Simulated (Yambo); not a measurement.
```
SnS2
1.0
    3.66511     0.00000     0.00000
   -1.83255     3.17408     0.00000
    0.00000     0.00000    15.90000
S Sn
2 1
Cartesian
  1.83255   1.05803  -1.48379
  0.00000   2.11605   1.48379
  0.00000   0.00000   0.00000
```

The layer was cut from Materials Project entry mp-1170 and relaxed with PBE+D3(BJ) in a cell 15.9 Å high, with the Coulomb interaction truncated along z.

Q: Where are the main features of Im α from RPA with local fields on PBE bands (Yambo; 24×24×1 mesh, 51 bands, 2 Ry local-field block, 0.2 eV broadening; field along x)?

A: Peaks at 4.0 eV (5.8), 5.1 eV (5.8), 9.1 eV (1.7), heights in brackets (Å). α is the in-plane polarisability per area of the layer, a length; absorbance is 4πω Im α/c. Structure narrower than a few tenths of an eV can come from the finite k mesh. Convergence of the RPA response with its 24×24×1 mesh was not tested. No excitonic effects at this level. 

Spin-orbit coupling is not included.

The potentials are those of PseudoDojo's stringent table.
